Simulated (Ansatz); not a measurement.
Space group P4/nmm:1 (No. 129). a = 3.858 Å, b = 3.858 Å, c = 5.980 Å, α = 90.00°, β = 90.00°, γ = 90.00°
| atom | site | symmetry | x | y | z |
| --- | --- | --- | --- | --- | --- |
| Mn | 2a | -4m2 | 0.0000 | 0.0000 | 0.0000 |
| Al | 2c | 4mm | 0.5000 | 0.0000 | 0.7002 |
| Ge | 2c | 4mm | 0.5000 | 0.0000 | 0.2819 |

Equation of state of this MnAlGe structure (not necessarily the ground state), with shape and atoms relaxed at each volume where symmetry leaves them free. It has no gap at any of these volumes. Theory: DFT r2SCAN, scalar-relativistic, plane waves, PAW (Ansatz 0.2.0).

Plane waves to 500 eV, a k mesh through Γ of 10×10×6 on the computed 6-atom cell and Gaussian smearing (0.10 eV); collinear spin.

```tsv
V (Å³/atom)	E − E(largest V) (meV/atom)	P (GPa)
13.498	23.95	13.50
13.943	-5.77	8.23
14.388	-22.55	3.82
14.833	-27.68	0.00
15.278	-23.25	-2.93
16.317	0.00	-4.27
```

**Question.** Does one Birch–Murnaghan curve describe these points?

**Answer.** Not well: the fit leaves 0.54 meV/atom rms, which suggests a change of structure or state along the series.

The state reached may not be the lowest one. Only parallel moments were tried here.

1 further run of this set didn't finish or converge.

Cost: 6 runs of about 22 core-minutes in all, on Oxide Virtual Turin-like Processor (Zen 5) (shared hosts).